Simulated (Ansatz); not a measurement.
AlN (zinc blende, space group No. 216) under volume change, PBEsol (plane waves, PAW; program Ansatz), scaled uniformly.

```json
[
 {"V (Å³/atom)": "9.542", "E − E(relaxed) (meV/atom)": "62.0", "P (GPa)": "22.69"},
 {"V (Å³/atom)": "9.857", "E − E(relaxed) (meV/atom)": "(withheld)", "P (GPa)": "(withheld)"},
 {"V (Å³/atom)": "10.171", "E − E(relaxed) (meV/atom)": "6.2", "P (GPa)": "6.49"},
 {"V (Å³/atom)": "10.486", "E − E(relaxed) (meV/atom)": "0.0", "P (GPa)": "0.02"},
 {"V (Å³/atom)": "10.800", "E − E(relaxed) (meV/atom)": "5.6", "P (GPa)": "-5.57"},
 {"V (Å³/atom)": "11.115", "E − E(relaxed) (meV/atom)": "21.3", "P (GPa)": "-10.40"},
 {"V (Å³/atom)": "11.429", "E − E(relaxed) (meV/atom)": "(withheld)", "P (GPa)": "(withheld)"}
]
```

**Question.** Complete the blanks.

**Answer.** 
- 9.857, E − E(relaxed) (meV/atom): 26.2
- 9.857, P (GPa): 14.00
- 11.429, E − E(relaxed) (meV/atom): 46.0
- 11.429, P (GPa): -14.57

**Question.** What does a third-order Birch–Murnaghan fit give for V₀, B₀ and B′?

**Answer.** V₀ = 10.49 Å³/atom, B₀ = 200 GPa, B′ = 3.9.

Space group F-43m (zinc blende). The cell was relaxed with PBEsol under the symmetry of its start.

Potentials: the later of the program's two PAW sets.
